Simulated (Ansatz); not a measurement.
Given:

ZrGe:
```
ZrGe
1.0
    3.81703     0.00000     0.00000
   -1.90851     3.30564     0.00000
    0.00000     0.00000     6.83443
Zr Ge
2 2
Cartesian
  0.00000   0.00000   0.00000
  0.00000   0.00000   3.41722
  0.00000   2.20376   1.70861
  1.90851   1.10188   5.12582
```

This is the PBE-relaxed structure.

Question: All from PBE (plane waves, PAW; program Ansatz), unless another level is named. Estimate the electronic character.

Answer: metallic (no gap).

Question: What about the density of states at the Fermi level?

Answer: 0.36 states/eV per atom (mean over ±0.08 eV).

Question: And the formation energy from the elements (no fitted shifts)?

Answer: -56 kJ/mol of atoms.

Space group P6_3/mmc (NiAs type). A made-up cell: these elements were put on the sites of a structure type; neither database checked (COD, Materials Project) lists it. Its standing as an ambient phase is unchecked. The PBE relaxation kept the symmetry of its start; its stability against distortions is not shown here. No spin polarisation was allowed. The references are the lowest solids computed at this level, not always the standard phases. Scalar-relativistic: spin–orbit coupling is off unless named, which matters more the heavier the elements.

Potentials: the later of the program's two PAW sets.
